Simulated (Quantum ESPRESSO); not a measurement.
# BSi2O5F: one run as intended and one with a planted mistake

Computed values, not a measurement. The program is pw.x of Quantum ESPRESSO 7.5 (plane-wave density functional theory). The cell is made up: 9 atoms on a quartz lattice, with randomly drawn elements, strain and displacements, not relaxed. PseudoDojo standard norm-conserving files (v0.5 for PBE, v0.4.1 for LDA and PBEsol) set the functional; there is no spin polarisation, spin-orbit coupling or dispersion term, and the masses in the input are unused placeholders.

Intended input:

```
&control calculation='scf', pseudo_dir='./dojo.nc.sr.pbe.v0_5.standard.upf', outdir='./o', disk_io='medium', tprnfor=.true., tstress=.true. /
&system ibrav=0, nat=9, ntyp=4, nbnd=30, ecutwfc=84.00895049, nosym=.true., tot_charge=0,
 occupations='smearing', smearing='fd', degauss=0.0018374661
/
&electrons conv_thr=7.350e-09, electron_maxstep=60, /
ATOMIC_SPECIES
B 1.0 B.upf
F 1.0 F.upf
O 1.0 O.upf
Si 1.0 Si.upf
CELL_PARAMETERS angstrom
4.8436 -0.0044 0.0249
-2.4256 4.1899 -0.0201
0.0273 -0.0097 5.334
ATOMIC_POSITIONS angstrom
B 2.3487 0.0479 3.5292
Si -1.1371 1.9723 1.8373
Si 1.2205 2.1503 0.0027
O 1.2937 1.2279 4.2934
F 3.1927 0.3943 2.5164
O 2.6905 2.6924 0.5982
O 0.3709 1.8938 1.0689
O -1.0617 2.9246 2.9085
O 0.7506 3.3096 4.5226
K_POINTS automatic
5 5 4 1 1 1
```

The log is shortened where brackets say so; the opening notice, blank lines, dates and the lines on written files are dropped, and the path of the files is cut. It prints rydbergs, bohrs and kilobars, and counts compression as positive stress. Where no state is partly filled, the Fermi energy that it prints is only some level between the filled and the empty states on the mesh, and need not lie in the true gap.

Log of the intended run:

```
     Program PWSCF v.7.5
     Parallel version (MPI & OpenMP), running on       1 processor cores
     Number of MPI processes:                 1
     Threads/MPI process:                     1
     [start-up lines left out]
     bravais-lattice index     =            0
     lattice parameter (alat)  =       9.1532  a.u.
     unit-cell volume          =     730.0964 (a.u.)^3
     number of atoms/cell      =            9
     number of atomic types    =            4
     number of electrons       =        48.00
     number of Kohn-Sham states=           30
     kinetic-energy cutoff     =      84.0090  Ry
     charge density cutoff     =     336.0358  Ry
     scf convergence threshold =      7.3E-09
     mixing beta               =       0.7000
     number of iterations used =            8  plain     mixing
     Exchange-correlation= PBE
                           (   1   4   3   4   0   0   0)
     [axes and pseudopotential details left out]
   Cartesian axes
     site n.     atom                  positions (alat units)
         1        B      tau(   1) = (   0.4849013   0.0098892   0.7286217  )
         2        Si     tau(   2) = (  -0.2347602   0.4071916   0.3793201  )
         3        Si     tau(   3) = (   0.2519786   0.4439406   0.0005574  )
         4        O      tau(   4) = (   0.2670911   0.2535063   0.8863947  )
         5        F      tau(   5) = (   0.6591495   0.0814053   0.5195238  )
         6        O      tau(   6) = (   0.5554677   0.5558600   0.1235015  )
         7        O      tau(   7) = (   0.0765742   0.3909848   0.2206800  )
         8        O      tau(   8) = (  -0.2191935   0.6037989   0.6004749  )
         9        O      tau(   9) = (   0.1549653   0.6832841   0.9337143  )
     number of k points=    50  Fermi-Dirac smearing, width (Ry)=  0.0018
                       cart. coord. in units 2pi/alat
        k(    1) = (   0.0995767   0.1737935   0.1133156), wk =   0.0400000
        k(    2) = (   0.0984100   0.1742072   0.3403408), wk =   0.0400000
     [further k points left out]
     Dense  grid:    76039 G-vectors     FFT dimensions: (  54,  54,  60)
     Estimated max dynamical RAM per process >      96.10 MB
     Initial potential from superposition of free atoms
     starting charge      47.9985, renormalised to      48.0000
     Starting wfcs are   36 randomized atomic wfcs
     total cpu time spent up to now is       10.0 secs
     per-process dynamical memory:    73.4 Mb
     Self-consistent Calculation
     iteration #  1     ecut=    84.01 Ry     beta= 0.70
     Davidson diagonalization with overlap
     ethr =  1.00E-02,  avg # of iterations =  3.0
     total cpu time spent up to now is       29.9 secs
     total energy              =    -236.43083145 Ry
     estimated scf accuracy    <       2.76436050 Ry
     iteration #  2     ecut=    84.01 Ry     beta= 0.70
     Davidson diagonalization with overlap
     ethr =  5.76E-03,  avg # of iterations =  2.0
     total cpu time spent up to now is       48.4 secs
     total energy              =    -236.91202107 Ry
     estimated scf accuracy    <       3.05821679 Ry
     [iterations 3 to 10 left out]
     iteration # 11     ecut=    84.01 Ry     beta= 0.70
     Davidson diagonalization with overlap
     ethr =  1.41E-10,  avg # of iterations =  2.0
     total cpu time spent up to now is      217.4 secs
     total energy              =    -237.60121098 Ry
     estimated scf accuracy    <       0.00000001 Ry
     iteration # 12     ecut=    84.01 Ry     beta= 0.70
     Davidson diagonalization with overlap
     ethr =  2.19E-11,  avg # of iterations =  2.8
     total cpu time spent up to now is      234.7 secs
     End of self-consistent calculation
     [lines on levels left out]
     the Fermi energy is     5.5207 ev
!    total energy              =    -237.60121098 Ry
     estimated scf accuracy    <          1.5E-09 Ry
     smearing contrib. (-TS)   =       0.00000000 Ry
     internal energy E=F+TS    =    -237.60121098 Ry
     The total energy is F=E-TS. E is the sum of the following terms:
     one-electron contribution =    -118.09586933 Ry
     hartree contribution      =      84.73262827 Ry
     xc contribution           =     -62.43765179 Ry
     ewald contribution        =    -141.80031813 Ry
     convergence has been achieved in  12 iterations
     Forces acting on atoms (cartesian axes, Ry/au):
     atom    1 type  1   force =    -0.12804570   -0.20059961    0.29113112
     atom    2 type  4   force =     0.01213558   -0.02128256   -0.37811827
     atom    3 type  4   force =     0.36965675    0.37971009   -0.00131030
     atom    4 type  3   force =     0.18395354   -0.60002999   -0.54188675
     atom    5 type  2   force =     0.04073025    0.04915769   -0.07972357
     atom    6 type  3   force =     0.06597880   -0.11313051    0.10538285
     atom    7 type  3   force =    -0.43442662   -0.17088610    0.52281996
     atom    8 type  3   force =     0.04908532    0.28640981    0.27432867
     atom    9 type  3   force =    -0.15906792    0.39065118   -0.19262371
     Total force =     1.469006     Total SCF correction =     0.000052
     Computing stress (Cartesian axis) and pressure
          total   stress  (Ry/bohr**3)                   (kbar)     P=      207.59
   0.00015314   0.00048953  -0.00113356           22.53       72.01     -166.75
   0.00048953   0.00123543   0.00108116           72.01      181.74      159.04
  -0.00113356   0.00108116   0.00284495         -166.75      159.04      418.51
     init_run     :      9.71s CPU      9.91s WALL (       1 calls)
     electrons    :    214.84s CPU    224.72s WALL (       1 calls)
     forces       :      3.04s CPU      3.09s WALL (       1 calls)
     stress       :     11.66s CPU     11.72s WALL (       1 calls)
     [timing details left out]
     PWSCF        :   3m59.45s CPU   4m 9.85s WALL
     JOB DONE.
```

A second run has one planted mistake: the cell and the positions are scaled by a wrong factor. The input lines that differ, file-writing options aside:

```
- 4.8436 -0.0044 0.0249
+ 4.893 -0.0044 0.0252
- -2.4256 4.1899 -0.0201
+ -2.4503 4.2326 -0.0203
- 0.0273 -0.0097 5.334
+ 0.0276 -0.0098 5.3884
- B 2.3487 0.0479 3.5292
+ B 2.3727 0.0484 3.5652
- Si -1.1371 1.9723 1.8373
+ Si -1.1487 1.9924 1.856
- Si 1.2205 2.1503 0.0027
+ Si 1.2329 2.1722 0.0027
- O 1.2937 1.2279 4.2934
+ O 1.3069 1.2404 4.3372
- F 3.1927 0.3943 2.5164
+ F 3.2253 0.3983 2.5421
- O 2.6905 2.6924 0.5982
+ O 2.7179 2.7199 0.6043
- O 0.3709 1.8938 1.0689
+ O 0.3747 1.9131 1.0798
- O -1.0617 2.9246 2.9085
+ O -1.0725 2.9544 2.9382
- O 0.7506 3.3096 4.5226
+ O 0.7583 3.3434 4.5687
```

Its log:

```
     Program PWSCF v.7.5
     Parallel version (MPI & OpenMP), running on       1 processor cores
     Number of MPI processes:                 1
     Threads/MPI process:                     1
     [start-up lines left out]
     bravais-lattice index     =            0
     lattice parameter (alat)  =       9.2466  a.u.
     unit-cell volume          =     752.6617 (a.u.)^3
     number of atoms/cell      =            9
     number of atomic types    =            4
     number of electrons       =        48.00
     number of Kohn-Sham states=           30
     kinetic-energy cutoff     =      84.0090  Ry
     charge density cutoff     =     336.0358  Ry
     scf convergence threshold =      7.3E-09
     mixing beta               =       0.7000
     number of iterations used =            8  plain     mixing
     Exchange-correlation= PBE
                           (   1   4   3   4   0   0   0)
     [axes and pseudopotential details left out]
   Cartesian axes
     site n.     atom                  positions (alat units)
         1        B      tau(   1) = (   0.4849106   0.0098915   0.7286228  )
         2        Si     tau(   2) = (  -0.2347607   0.4071884   0.3793122  )
         3        Si     tau(   3) = (   0.2519688   0.4439343   0.0005518  )
         4        O      tau(   4) = (   0.2670922   0.2535015   0.8863970  )
         5        F      tau(   5) = (   0.6591571   0.0814009   0.5195310  )
         6        O      tau(   6) = (   0.5554594   0.5558681   0.1235013  )
         7        O      tau(   7) = (   0.0765777   0.3909818   0.2206796  )
         8        O      tau(   8) = (  -0.2191877   0.6037931   0.6004823  )
         9        O      tau(   9) = (   0.1549744   0.6832933   0.9337089  )
     number of k points=    50  Fermi-Dirac smearing, width (Ry)=  0.0018
                       cart. coord. in units 2pi/alat
        k(    1) = (   0.0995741   0.1737923   0.1133153), wk =   0.0400000
        k(    2) = (   0.0984052   0.1742045   0.3403406), wk =   0.0400000
     [further k points left out]
     Dense  grid:    78221 G-vectors     FFT dimensions: (  54,  54,  60)
     Estimated max dynamical RAM per process >      98.43 MB
     Initial potential from superposition of free atoms
     starting charge      47.9985, renormalised to      48.0000
     Starting wfcs are   36 randomized atomic wfcs
     total cpu time spent up to now is       14.6 secs
     per-process dynamical memory:    75.0 Mb
     Self-consistent Calculation
     iteration #  1     ecut=    84.01 Ry     beta= 0.70
     Davidson diagonalization with overlap
     ethr =  1.00E-02,  avg # of iterations =  3.0
     total cpu time spent up to now is       57.9 secs
     total energy              =    -236.45477432 Ry
     estimated scf accuracy    <       2.73980633 Ry
     iteration #  2     ecut=    84.01 Ry     beta= 0.70
     Davidson diagonalization with overlap
     ethr =  5.71E-03,  avg # of iterations =  2.0
     total cpu time spent up to now is       96.6 secs
     total energy              =    -236.85643989 Ry
     estimated scf accuracy    <       3.37347453 Ry
     [iterations 3 to 10 left out]
     iteration # 11     ecut=    84.01 Ry     beta= 0.70
     Davidson diagonalization with overlap
     ethr =  2.33E-10,  avg # of iterations =  2.0
     total cpu time spent up to now is      357.9 secs
     total energy              =    -237.62813200 Ry
     estimated scf accuracy    <       0.00000002 Ry
     iteration # 12     ecut=    84.01 Ry     beta= 0.70
     Davidson diagonalization with overlap
     ethr =  3.88E-11,  avg # of iterations =  2.3
     total cpu time spent up to now is      381.7 secs
     End of self-consistent calculation
     [lines on levels left out]
     the Fermi energy is     5.0812 ev
!    total energy              =    -237.62813200 Ry
     estimated scf accuracy    <          2.2E-09 Ry
     smearing contrib. (-TS)   =       0.00000000 Ry
     internal energy E=F+TS    =    -237.62813200 Ry
     The total energy is F=E-TS. E is the sum of the following terms:
     one-electron contribution =    -120.43389307 Ry
     hartree contribution      =      85.44166818 Ry
     xc contribution           =     -62.26649167 Ry
     ewald contribution        =    -140.36941544 Ry
     convergence has been achieved in  12 iterations
     Forces acting on atoms (cartesian axes, Ry/au):
     atom    1 type  1   force =    -0.11275559   -0.19522582    0.27730501
     atom    2 type  4   force =     0.01830154    0.00375762   -0.35174165
     atom    3 type  4   force =     0.33812855    0.35716219   -0.00891120
     atom    4 type  3   force =     0.17875407   -0.55539846   -0.49667142
     atom    5 type  2   force =     0.02997163    0.04791567   -0.06518737
     atom    6 type  3   force =     0.05607430   -0.11823967    0.10430891
     atom    7 type  3   force =    -0.40759468   -0.15571422    0.48082980
     atom    8 type  3   force =     0.04886475    0.25559531    0.23966567
     atom    9 type  3   force =    -0.14974456    0.36014738   -0.17959776
     Total force =     1.359206     Total SCF correction =     0.000061
     Computing stress (Cartesian axis) and pressure
          total   stress  (Ry/bohr**3)                   (kbar)     P=      144.14
  -0.00015211   0.00047072  -0.00102693          -22.38       69.25     -151.07
   0.00047072   0.00083860   0.00097691           69.25      123.36      143.71
  -0.00102693   0.00097691   0.00225306         -151.07      143.71      331.44
     init_run     :     13.97s CPU     14.44s WALL (       1 calls)
     electrons    :    351.70s CPU    367.10s WALL (       1 calls)
     forces       :      4.23s CPU      4.30s WALL (       1 calls)
     stress       :     16.01s CPU     16.09s WALL (       1 calls)
     [timing details left out]
     PWSCF        :   6m26.26s CPU   6m42.72s WALL
     JOB DONE.
```

|  | intended run | run with the mistake |
| --- | --- | --- |
| free energy (eV) | -3232.729 | -3233.095 |
| smearing term -TS (eV) | 0.0000 | 0.0000 |
| pressure (GPa) | 20.76 | 14.41 |
| largest force component (eV/Å) | 15.427 | 14.280 |
| largest change of a force component (eV/Å) |  | 1.163 |
| iterations | 12 | 12 |

For scale, a rerun of the intended cell at 1437 eV and a 7 x 7 x 6 mesh moved values by no more than 0.002 eV in energy, 0.03 GPa in stress and 0.003 eV/Å in force.